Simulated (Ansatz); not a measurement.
The start is a relaxed Zr cell shaken by Gaussian noise of σ = 0.08 Å a coordinate. Cell shape, volume and atoms are optimised at zero target pressure with r2SCAN (plane waves to 500 eV, PAW, scalar-relativistic; Ansatz, a program for electronic structure). The first steps use a coarse 6×6×6 k-mesh.

Starting cell:
```
CELL_PARAMETERS angstrom
      5.69354     0.00000     0.00000
      0.00000     5.69354     0.00000
      0.00000     0.00000     5.69354
ATOMIC_POSITIONS crystal
  Zr 0.27921 0.01437 0.50246
  Zr 0.73715 0.99936 0.48122
  Zr 0.96497 0.50307 0.26853
  Zr 0.98262 0.51679 0.74295
  Zr 0.49588 0.25675 0.01548
  Zr 0.49310 0.74092 0.99354
  Zr 0.02528 0.00540 0.00077
  Zr 0.49352 0.50748 0.51086
```

```yaml
energy_released: 0.13 eV/atom
Shortest distances (start → end): "The closest pairs of elements (up to four, under 3.6 Å), start → end: Zr–Zr 2.61 → 2.96 Å"
optimiser_moves: 13
```

It ends as:

```cif
data_Zr24
_chemical_formula_sum 'Zr24'
_space_group_name_H-M_alt 'R32 :H'
_space_group_IT_number 155
_space_group_name_Hall 'R 3 2"'
_cell_length_a 8.33785
_cell_length_b 8.33785
_cell_length_c 9.42455
_cell_angle_alpha 90.000
_cell_angle_beta 90.000
_cell_angle_gamma 120.000
loop_
_atom_site_label
_atom_site_type_symbol
_atom_site_symmetry_multiplicity
_atom_site_Wyckoff_symbol
_atom_site_fract_x
_atom_site_fract_y
_atom_site_fract_z
_atom_site_occupancy
Zr1 Zr 9 e 0.67922 0.67922 0.50000 1
Zr2 Zr 9 d 0.26412 0.26412 0.00000 1
Zr3 Zr 6 c 0.00000 0.00000 0.31642 1
```
(The calculation used a cell of 8 atoms; values per cell refer to that cell.)

Final values are on a 8×8×8 k-mesh of the relaxed cell. The start holds a very short contact (Zr–Zr 2.61 Å). No spin polarisation in the result.

The relaxed structure here is a generated cell of Zr: the first start was made by placing the elements on the sites of a structure type, and the end was not matched to a known phase here, so it may be hypothetical. Known forms of Zr include space group No. 194.
